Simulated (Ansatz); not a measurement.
Input for Ansatz (plane-wave DFT, PAW):

```yaml
crystal:
  lattice:
    - [3.5146969167, 0.0, 0.0]
    - [0.0, 3.5146969167, 0.0]
    - [0.0, 0.0, 3.5146969167]
  atoms:
    - { symbol: Co, position: [0.5, 0.5, 0.0], spin: -0.25 }
    - { symbol: Co, position: [0.5, 0.0, 0.5], spin: -0.25 }
    - { symbol: Co, position: [0.0, 0.5, 0.5], spin: -0.25 }
    - { symbol: W, position: [0.0, 0.0, 0.0] }
basis:
  ecutwfc: 420
kpoints:
  mp_grid: { grid: [12, 12, 12] }
hamiltonian:
  xc: pbesol
scf:
  occupations: { method: gaussian, width: 0.1 }
output:
  forces: true
  stress: true
  eigenvalues: true
  populations: true
magnetization:
  spin_polarized: true
```

Launched with
```bash
ansatz run input.yaml --threads 1 --pin off --max-ram 2560MiB --backend cpu --events-out ev --progress --plain --runs-dir out
```

Theory: DFT PBEsol, scalar-relativistic, plane waves, PAW (Ansatz 0.2.0).

Abridged output (final results; tables in files aren't shown):

```
SCF 1 converged in 13 iterations: F = -25535.894084 eV  dr2 = 1.17e-9
SCF converged after 13 iterations
Magnetization: -0.4415 μB (32.2792 up, 32.7208 down)
Absolute magnetization: 0.6462 μB (∫|ρ↑−ρ↓|, with the PAW one-centre terms)
Spin contamination: 0.0065 ħ² per cell (⟨S²⟩ above its minimum at these occupations)
Per-site moments (μB) at R_I (Å): [(-0.17960969, 1.02517223), (-0.17960969, 1.02517223), (-0.17960969, 1.02517223), (0.04794343, 1.02517223)]
Free energy (F): -25535.894084 eV
Harris-Foulkes:  -25535.894084 eV  (|F-HF|=1.00e-9)
Internal energy: -25535.877656 eV  (E = F + TS)
E sigma→0 (E₀):  -25535.885870 eV
Entropy (-TS):   -0.016427 eV (-4.107 meV/atom)
Fermi energy:    22.513149 eV
--- Per-component energies (eV) ---
  E_band       = -630.734263
  E_kinetic    = 1829.296503
  E_local      = -8928.685562  (includes V_loc(G=0)·N_el)
  E_nonlocal   = 1366.303422
  E_hartree    = 3776.414032
  E_xc         = -744.752857
  E_vxc        = -860.568409  (∫ρ·V_xc dr)
  E_paw        = -12883.714606  (= ΣΔE_a)
  E_vpaw       = -1589.911719  (= ΣTr[D̂ρ^β])
  E_aug_tail   = 0.000166  (compensation charges beyond the density's cutoff)
  E_ewald      = -9951.525803
  E_core_change = 0.787050  (= ΣΔE_core)
  E_smearing   = -0.016427  (= −TS)
--- Forces (eV/Å), atoms counted from 1 ---
  atom   1  Co     0.00000000     0.00000000     0.00000000
  atom   2  Co     0.00000000     0.00000000     0.00000000
  atom   3  Co     0.00000000     0.00000000     0.00000000
  atom   4  W      0.00000000     0.00000000     0.00000000
--- Stress (GPa, compression-positive) ---
        9.932573       0.000000       0.000000
        0.000000       9.932573       0.000000
        0.000000       0.000000       9.932573
  P = ⅓ Tr σ = 9.9326 GPa (99.326 kbar)
--- Band table (eV; the first three rows and the last of 168) ---
  k-point 0 ↑: bands = ["-72.2197", "-72.1615", "-72.1615", "-51.8210", "-35.7524", "-35.7524", "-35.7524", "-35.6564", "-35.6564", "-35.6564", "-35.4484", "-35.4484", "-35.4484", "-16.0809", "-16.0809", "-16.0809", "12.6032", "16.1303", "16.1303", "17.6065", "17.6065", "17.6065", "17.7953", "20.5255", "20.5255", "20.5255", "22.0432", "22.0432", "22.6242", "23.0272", "23.0272", "23.0272", "24.5997", "24.5997", "25.2777", "25.2777", "25.2777", "26.0434", "26.0434", "26.0434"]
  k-point 1 ↑: bands = ["-72.2188", "-72.1624", "-72.1615", "-51.8209", "-35.7502", "-35.7502", "-35.7492", "-35.6571", "-35.6571", "-35.6566", "-35.4515", "-35.4497", "-35.4497", "-16.0877", "-16.0814", "-16.0814", "12.7125", "16.1936", "16.2064", "17.6477", "17.6595", "17.6595", "17.8324", "20.4731", "20.5608", "20.5608", "21.9976", "22.0541", "22.5805", "22.8115", "22.8115", "23.0274", "24.2451", "24.5326", "24.8324", "24.8324", "25.2566", "26.0298", "26.6460", "26.6460"]
  k-point 2 ↑: bands = ["-72.2162", "-72.1649", "-72.1614", "-51.8209", "-35.7441", "-35.7441", "-35.7403", "-35.6592", "-35.6592", "-35.6574", "-35.4606", "-35.4536", "-35.4536", "-16.1062", "-16.0827", "-16.0827", "13.0321", "16.3752", "16.4124", "17.7688", "17.8175", "17.8175", "17.9395", "20.3211", "20.6656", "20.6656", "21.8635", "22.0823", "22.2663", "22.2663", "22.4483", "23.0277", "23.4371", "24.2501", "24.2501", "24.3522", "25.0931", "25.9937", "27.6296", "27.6296"]
  k-point 83 ↓: bands = ["-72.4010", "-72.4010", "-72.4010", "-51.7892", "-35.9878", "-35.9878", "-35.9878", "-35.9383", "-35.7803", "-35.7803", "-35.7803", "-35.6448", "-35.6448", "-16.1030", "-16.1030", "-16.1030", "16.4036", "16.4036", "16.4036", "17.3219", "20.1438", "20.1438", "20.1438", "20.2826", "20.2826", "20.4403", "20.4403", "20.4403", "21.7900", "22.4957", "22.4957", "22.4957", "22.6957", "22.6957", "22.6957", "24.1470", "24.1470", "24.1470", "25.3397", "25.3397"]
--- Löwdin populations: 4 sites ---
  site symbol q [e]    m [muB]
     0     Co     16.7643    -0.1803
     1     Co     16.7643    -0.1803
     2     Co     16.7643    -0.1803
     3      W     13.9581     0.0771
  spilling = 0.011524 (of n_electrons = 65.000000)
```

Self-consistency was reached.

It took 29 s on 1 thread of Arm Neoverse V2, on a shared host, peak memory 0.53 GiB.

Spin-orbit coupling is left out, which matters for the bands of heavy elements.